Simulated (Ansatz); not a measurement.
Here is the system:

MgB$_{2}$:
Space group P6/mmm (No. 191); a = b = 3.0716 Å, c = 3.5359 Å, α = β = 90.00°, γ = 120.00°

| atom | site | symmetry | x | y | z |
|---|---|---|---|---|---|
| Mg | 1a | 6/mmm | 0.0000 | 0.0000 | 0.0000 |
| B | 2d | -6m2 | 0.3333 | 0.6667 | 0.5000 |

This is the PBE-relaxed structure.

Task: All from the program Ansatz at the PBE level (PAW), unless another level is named. Predict the electronic character.

Result: metallic (no gap).

Task: Predict the formation energy from the elements (no fitted shifts).

Result: -0.13 eV/atom.

Task: Next, the density of states at the Fermi level?

Result: 0.23 states/eV per atom (mean over ±0.08 eV).

The PBE relaxation kept the symmetry of its start. The references are the lowest solids computed at this level, not always the standard phases.

Potentials: the later of the program's two PAW sets.
